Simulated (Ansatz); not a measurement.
BN in space group P6_3/mmc (No. 194; B on 2b, N on 2d) is relaxed with PBE+D3(BJ) (plane waves, PAW; program Ansatz). What lattice parameters of the conventional cell result?

a = 2.505 Å, c = 6.665 Å.

Is it a metal or does it have a gap at this level?

A gap of 3.63 eV.

The workflow started from a Materials Project entry (that database holds measured and hypothetical structures alike). Its sites differ from those of the usual phase in this space group: another stacking or structure type. The cell was relaxed with PBE+D3(BJ) under the symmetry of its start; whether a distortion lowers the energy is not shown.

Potentials: the earlier of the program's two PAW sets.
